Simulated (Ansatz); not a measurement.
## Bands of ZnS

```yaml
crystal:
  lattice:
    - [3.84518, 0.00000, 0.00000]
    - [-1.92259, 3.33002, 0.00000]
    - [0.00000, 0.00000, 6.30554]
  atoms:
    - { symbol: Zn, position: [0.33333, 0.66667, 0.00073] }
    - { symbol: Zn, position: [0.66667, 0.33333, 0.50073] }
    - { symbol: S, position: [0.33333, 0.66667, 0.37527] }
    - { symbol: S, position: [0.66667, 0.33333, 0.87527] }
```

Atoms are numbered in the order listed.

Conventional cell: a = 3.845 Å, b = 3.845 Å, c = 6.306 Å, α = 90.00°, β = 90.00°, γ = 120.00°. Around Zn (atom 1) lie 4 S at 2.36 Å. Around S (atom 3) lie 4 Zn at 2.36 Å.

The cell was built from the wurtzite type and relaxed in the same program, and has space group P6_3mc; it needn't be a known or the stable phase.

These are results of DFT, PBE, all-electron LAPW, scalar-relativistic in Ansatz 0.2.0, not measurements.

Settings: a Γ-centred 12×12×7 k mesh, Fermi–Dirac smearing of 0.03 eV, basis error target 1 meV/atom, no spin polarisation.

Points in fractions of the reciprocal vectors of this cell: Γ (0, 0, 0), M (0.5, 0, 0), K (0.333, 0.333, 0), A (0, 0, 0.5), L (0.5, 0, 0.5), H (0.333, 0.333, 0.5). The path joins them by straight lines in the order Γ–M–K–Γ–A–L–H–A–L; legs that retrace an earlier one aren't tabulated. Energies are in eV from the top of the valence band.

Problem. List the levels at H between -20 and 6.5 eV.

Solution. -11.88 (×2), -6.12 (×2), -6.08 (×2), -5.88 (×2), -5.82 (×2), -5.47 (×2), -4.62 (×2), -2.92 (×2), -1.29 (×2), 4.46 (×2), 6.34 (×2).

Problem. List the levels at L between -20 and 6.5 eV.

Solution. -11.97 (×2), -6.23 (×2), -6.05 (×2), -5.94 (×2), -5.75 (×2), -5.59 (×2), -4.74 (×2), -1.56 (×2), -1.54 (×2), 3.54 (×2), 5.23 (×2).

Problem. List the levels at A between -20 and 6.5 eV.

Solution. -12.60 (×2), -6.22 (×2), -6.21 (×4), -5.78 (×4), -2.80 (×2), -0.45 (×4), 3.48 (×2).

Problem. What is the band gap?

Solution. 2.08 eV, direct at Γ.

Kohn–Sham gaps of semilocal functionals usually fall short of measured ones.
